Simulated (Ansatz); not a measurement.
A geometry of W away from equilibrium: step 4 of the relaxation of a generated cell, W built in the AFLOW prototype A_tP4_129_ac (A_d). Level of theory: r2SCAN (plane waves to 500 eV, PAW, scalar-relativistic; Ansatz, an electronic-structure program). Γ-centred k-mesh 7×7×10 on the run's cell (coarser than for final values), Fermi–Dirac smearing 0.05 eV.

```xyz
4
Lattice="4.4954 0.0000 0.0000 0.0000 4.4954 0.0000 0.0000 0.0000 3.1179" Properties=species:S:1:pos:R:3:forces:R:3 pbc="T T T" free_energy=-41589.184 pressure_GPa=3.3
W      0.0000     0.0000     0.0000    0.0000    0.0000    0.0000
W      2.2477     2.2477     0.0000    0.0000    0.0000    0.0000
W      2.2477     0.0000     1.5576    0.0000    0.0000    0.0176
W      0.0000     2.2477     1.5604    0.0000    0.0000   -0.0176
```

Positions in Å, forces in eV/Å, free energy of the cell in eV (comparable only within this code, potentials and settings). Largest force: 0.02 eV/Å, on W3, W4 (atoms numbered as listed); the geometry lies 0.01 eV/atom above the end of its relaxation.

No spin polarisation in the result.

The run could not lose the symmetry of its start; a randomly shaken copy of 2 atoms returns to this structure.
